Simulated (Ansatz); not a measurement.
Nb3Sb2Te5:
Space group I-43m (No. 217); a = b = c = 9.910 Å, α = β = γ = 90.00°

```json
[
 {"atom": "Nb", "site": "12e", "symmetry": "2.mm", "x": "0.0000", "y": "0.0000", "z": "0.3429"},
 {"atom": "Sb", "site": "8c", "symmetry": ".3m", "x": "0.1661", "y": "0.1661", "z": "0.1661"},
 {"atom": "Te", "site": "8c", "symmetry": ".3m", "x": "0.3372", "y": "0.3372", "z": "0.3372"},
 {"atom": "Te", "site": "12d", "symmetry": "-4..", "x": "0.0000", "y": "0.2500", "z": "0.5000"}
]
```
(The calculation used a cell of 20 atoms; values per cell refer to that cell.)

Relaxed with PBE.

Which orbitals make up the states near the band edges in the program Ansatz at the PBE level (PAW)?

Top 1 eV of the valence band: Nb 4d 54 %, Te 5p 24 %, Sb 5p 18 %. Bottom 1 eV of the conduction band: Nb 4d 61 %, Te 5p 15 %, Sb 5p 9 %, Te 5s 7 %. Projections are on Löwdin-orthogonalised atomic valence shells; empty p or d shells of many metals are not among them.

Tabulate the density of states.

States/eV per cell of 20 atoms, in 0.25 eV bins, energy from the valence-band maximum.

```
E (eV)  total  Nb 4d  Te 5p  Sb 5p
------  -----  -----  -----  -----
-7.85    1.44   0.15   0.08   0.03
-7.60    0.75   0.08   0.02   0.01
-7.35    0.08   0.01   0.00   0.00
-7.10    0.00   0.00   0.00   0.00
-6.85    0.00   0.00   0.00   0.00
-6.60    0.00   0.00   0.00   0.00
-6.35    0.00   0.00   0.00   0.00
-6.10    0.00   0.00   0.00   0.00
-5.85    0.00   0.00   0.00   0.00
-5.60    5.37   0.74   3.08   0.74
-5.35    8.26   0.98   4.95   1.00
-5.10    9.94   1.39   5.94   1.42
-4.85   11.28   1.92   6.96   1.63
-4.60   14.00   2.49   8.64   1.74
-4.35   14.15   2.28   8.85   1.88
-4.10   14.36   2.26   8.35   2.75
-3.85   14.16   2.47   8.23   2.69
-3.60   13.05   2.71   7.41   2.09
-3.35   12.19   2.63   6.74   1.77
-3.10    9.22   2.23   5.18   0.99
-2.85   11.32   2.86   6.15   1.29
-2.60   13.80   3.37   7.69   1.56
-2.35   14.69   3.85   8.07   1.57
-2.10   14.05   3.95   7.47   1.77
-1.85   13.40   4.25   6.80   1.54
-1.60   24.51   7.32  12.76   3.01
-1.35   20.74   6.44  11.38   1.81
-1.10   14.08   5.96   4.51   2.82
-0.85   13.01   6.61   2.86   2.90
-0.60   27.64  15.46   6.52   4.52
-0.35   26.79  14.77   6.37   4.53
-0.10    8.01   3.98   2.09   1.55
0.15     0.00   0.00   0.00   0.00
0.40     0.00   0.00   0.00   0.00
0.65     0.00   0.00   0.00   0.00
0.90     1.15   0.55   0.24   0.19
1.15    10.32   5.73   1.77   1.30
1.40    27.20  17.30   3.34   1.92
1.65    23.25  14.49   3.54   1.84
1.90    19.56   9.50   5.29   2.54
2.15    18.35  10.21   4.12   1.77
2.40    24.83  13.60   6.61   1.77
2.65    18.90   9.34   5.48   2.09
2.90    11.79   5.19   3.37   1.80
3.15    19.89   8.30   5.10   4.23
3.40    18.76   7.15   5.16   4.59
3.65     7.49   2.70   1.93   1.66
3.90    12.00   3.95   3.51   3.13
4.15    12.34   4.00   3.62   2.78
4.40    15.29   4.87   4.87   2.98
4.65    11.37   3.72   3.33   1.58
4.90     6.30   0.72   0.91   0.87
5.15     5.34   0.41   0.42   0.44
5.40     6.10   0.43   0.50   0.43
5.65     6.78   0.38   0.58   0.36
```

The first step of the workflow began from a Materials Project structure, measured or hypothetical; the Crystallography Open Database copy checked does not list it. Whether it is the stable phase at ambient conditions was not checked. The cell was relaxed with PBE under the symmetry of its start; its stability against distortions is not shown here. The run is not spin-polarised. Scalar-relativistic: spin–orbit coupling is off unless named, which matters more the heavier the elements.

Potentials: the later of the program's two PAW sets.
